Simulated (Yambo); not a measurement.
BeSe (zinc blende, space group F-43m, No. 216) under isotropic strain of +1 % on all lattice vectors; a = 3.664 Å, b = 3.664 Å, c = 3.664 Å, α = 60.00°, β = 60.00°, γ = 60.00°. With the G0W0 scissor the direct gap on the mesh is 6.01 eV.

Problem. Does this run resolve the lowest exciton, and if so, what are its energy and binding? (Yambo, PBEsol bands; 10×10×10 mesh, 3 valence and 1 conduction bands, static screening with 21 bands and a 4 Ry block, scissor 1.94 eV, Tamm-Dancoff.)

Solution. No. The lowest state covers only about 1 of the 1000 k points, so the mesh doesn't resolve it: its energy and its distance from the direct gap are mesh artefacts. An extended exciton needs a far denser mesh. The scissor comes from a G0W0 run whose convergence isn't established. Spin-orbit splittings are left out.

The standard potential for Se keeps a d shell in the valence without the s and p states of that shell. In tests on such compounds this moved G0W0 gaps by up to about 0.9 eV, so absolute quasiparticle energies here are unreliable; differences between settings are what counts.

Geometry strained from the cell relaxed with PBEsol, atoms relaxed again.
